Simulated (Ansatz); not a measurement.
NbSnS:
```xyz
6
Lattice="3.8728 0.0000 0.0000 0.0000 3.8728 0.0000 0.0000 0.0000 7.7288" Properties=species:S:1:pos:R:3 pbc="T T T"
Nb     0.0000     1.9364     5.4897
Nb     1.9364     0.0000     2.2391
Sn     0.0000     0.0000     0.0000
Sn     1.9364     1.9364     0.0000
S      1.9364     0.0000     4.8054
S      0.0000     1.9364     2.9233
```
The run is spin-polarised; directions of the spins, atom by atom: 0 0 0 0 0 0.

Relaxed with r²SCAN.

Question: Give the Bader charges and basin volumes of the independent atoms, plane-wave PAW r²SCAN (Ansatz code).

Answer: 

```
atom  Bader charge (e)  Bader volume (Å³)
----  ----------------  -----------------
Nb1              +1.31               15.5
Sn3              -0.19               20.5
S5               -1.11               22.0
```

Space group P4/nmm. The start of the workflow was typed in or built on a structure type; neither database checked (COD, Materials Project) lists it. Whether it is the stable phase at ambient conditions was not checked. The cell was relaxed with r²SCAN under the symmetry of its start; whether a distortion lowers the energy is not shown. The final state is ferromagnetic, chosen from 2 collinear starts compared on coarse meshes (ties went to the first, and starts can fall back to one state), not a proven ground state. Other orbital occupations within this spin state were not tried. No Hubbard U is applied. Scalar-relativistic: spin–orbit coupling is off unless named, which matters more the heavier the elements.

Potentials: the later of the program's two PAW sets.
